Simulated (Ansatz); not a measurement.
HfC:
```
HfC
1.0
    4.55012     0.00000     0.00000
    0.00000     4.55012     0.00000
    0.00000     0.00000     4.55012
Hf C
3 3
Cartesian
  0.00000   2.27506   2.27506
  2.27506   0.00000   2.27506
  2.27506   2.27506   0.00000
  2.27506   0.00000   0.00000
  0.00000   2.27506   0.00000
  0.00000   0.00000   2.27506
```

Relaxed with r²SCAN. Special points in fractions of this cell's reciprocal vectors: Γ (0.000, 0.000, 0.000); X (0.000, 0.500, 0.000); M (0.500, 0.500, 0.000); R (0.500, 0.500, 0.500).

**Question.** List the band energies nearest the Fermi level at these points for r²SCAN in the plane-wave PAW code Ansatz.

**Answer.** In eV from the Fermi level; about four levels below and three above (degenerate sets whole), none deeper than 8.9 eV; points with the same levels are listed once.

```
k                                below                above
-  -----------------------------------  -------------------
Γ  -1.99 -1.99 -1.99 -0.78 -0.78 -0.78       0.23 0.23 0.23
X              -0.83 -0.83 -0.34 -0.16  0.07 0.07 1.89 1.89
M              -1.60 -1.60 -1.07 -0.03       0.99 0.99 1.95
R              -4.85 -3.38 -3.38 -3.38  0.25 0.54 0.54 0.54
```

Space group Pm-3m. The start of the workflow was typed in or built on a structure type; neither database checked (COD, Materials Project) lists it. It is not the phase usual at ambient conditions (space group No. 225). The cell was relaxed with r²SCAN under the symmetry of its start; whether a distortion lowers the energy is not shown. The run is not spin-polarised. Its formation energy is positive at this level, so the cell may be metastable or incomplete. Scalar-relativistic: spin–orbit coupling is off unless named, which matters more the heavier the elements.

Potentials: the earlier of the program's two PAW sets.
